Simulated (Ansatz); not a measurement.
An Ansatz (a quantum-chemistry and plane-wave program) input:

Ansatz 0.2 input:
```yaml
crystal:
  lattice:
    - [-3.693048895, 3.1216534591, 3.1535481622]
    - [3.693048895, -3.1216534591, 3.1535481622]
    - [3.693048895, 3.1216534591, -3.1535481622]
  atoms:
    - { symbol: Rb, position: [0.2483259035, 0.2483259035, 0.0] }
    - { symbol: Rb, position: [0.2483259035, 0.7483259035, 0.5] }
    - { symbol: C, position: [0.7501518544, 0.0014129219, 0.2487389325] }
    - { symbol: C, position: [0.7526739893, 0.5014129219, 0.7512610675] }
    - { symbol: N, position: [0.7528187367, 0.1365234012, 0.1162953355] }
    - { symbol: N, position: [0.0202280657, 0.6365234012, 0.8837046645] }
    - { symbol: O, position: [0.7494645646, 0.8637377733, 0.3857267913] }
    - { symbol: O, position: [0.478010982, 0.3637377733, 0.6142732087] }
kpoints:
  mp_grid: { grid: [5, 5, 5] }
  band_path:
    path:
      - [[0.0, 0.0, 0.0], [-0.5, 0.5, 0.5], [-0.4286237787, 0.4286237787, 0.5713762213]]  # Γ-X-U_2
      - [[0.4286237787, -0.4286237787, 0.4286237787], [0.0, 0.0, 0.0], [0.432292512, 0.432292512, -0.432292512]]  # Y_0-Γ-Λ_0
      - [[-0.432292512, 0.567707488, 0.432292512], [-0.5, 0.5, 0.5]]  # G_2-X
      - [[0.0, 0.0, 0.0], [0.0, 0.5, 0.0], [0.25, 0.25, 0.25], [0.5, 0.0, 0.0], [0.0, 0.0, 0.0], [0.0, 0.0, 0.5], [0.25, 0.25, 0.25]]  # Γ-R-W-S-Γ-T-W
      - [VBM, CBM]
    npoints: 6
hamiltonian:
  xc: r2scan
  pseudopotentials: { kind: paw }
magnetization: { noncollinear: true, spin_orbit: true }
scf:
  n_extra_bands: 16
  convergence: { dr2_threshold: 0.0000000001 }
  occupations: { method: gaussian, width: 0.01 }
checkpoint: { write: soc.run }
output: { eigenvalues: true }
```

Problem. How many symmetry operations and irreducible k-points will the run report?

Solution. 4 operations, 27 of 125 k-points.

Problem. With a cutoff of 500 eV, how many plane waves at Γ?

Solution. 3705.

It took about 10 core-minutes (a rough figure) on shared server cores.

Space group Ima2. The workflow started from a Materials Project entry (that database holds measured and hypothetical structures alike); the Crystallography Open Database copy checked does not list it. With N and O taken as one species the cell has the higher symmetry I4/mcm, so it may be an ordered model of a mixed-site phase. Its standing as an ambient phase is unchecked. The cell was relaxed with r²SCAN under the symmetry of its start; whether a distortion lowers the energy is not shown.

Potentials: the later of the program's two PAW sets.

Ansatz is a plane-wave DFT program.
